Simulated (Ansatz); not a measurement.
## Data sheet: ZrAl$_{3}$ (DFT)

ZrAl$_{3}$ (Cu3Au type, Pm-3m), a = b = c = 4.0381 Å, α = β = γ = 90.00°.

Space group Pm-3m (No. 221), Cu3Au type; conventional cell a = b = c = 4.038 Å, α = β = γ = 90.00°.

Method: DFT-LDA in the program Ansatz with PAW potentials. Geometry: relaxed at this level of theory. Other levels are named where they apply.

### Cell and energy

Volume per atom: 16.46 Å³
Density: 4.34 g/cm³
Formation energy from the elements (no fitted shifts): -0.49 eV/atom

### Electronic structure

- Electronic character: metallic (no gap)
- Density of states at the Fermi level: 0.45 states/eV per atom (mean over ±0.08 eV)

### Mechanics

- Bulk modulus (Birch–Murnaghan fit): 1130 kbar
- Pressure derivative B′: 4.1
- Elastic constants (relaxed ions, GPa): C11 = 200, C12 = 70.5, C44 = 82.4
- Mechanical stability: stable (all eigenvalues of C positive)
- Hill bulk and shear moduli: 114 and 74.9 GPa
- Young's modulus: 184 GPa
- Poisson's ratio: 0.23
- Debye temperature from the elastic constants: 538 K

### Phonons

- Highest zone-centre frequency: 332 cm⁻¹
- Zone-centre stability: no imaginary mode at Γ

The first step of the workflow began from a Materials Project structure, measured or hypothetical; the Crystallography Open Database copy checked does not list it. COD files the formula under space group No. 139, so this cell is another polymorph or a model. With Zr and Al taken as one species the cell has the higher symmetry Fm-3m, so it may be an ordered model of a mixed-site phase. Whether it is the stable phase at ambient conditions was not checked. Symmetry was held in the LDA relaxation. No spin polarisation was allowed. As this level gives no gap, shear constants depend on the k-mesh and smearing (Fermi–Dirac, 0.1 eV here). As this level gives no gap, phonon frequencies hold no LO–TO term and depend on the k-mesh and smearing (Fermi–Dirac, 0.1 eV here). The references are the lowest solids computed at this level, not always the standard phases. Spin–orbit coupling is left out wherever it is not named.

Potentials: the later of the program's two PAW sets.
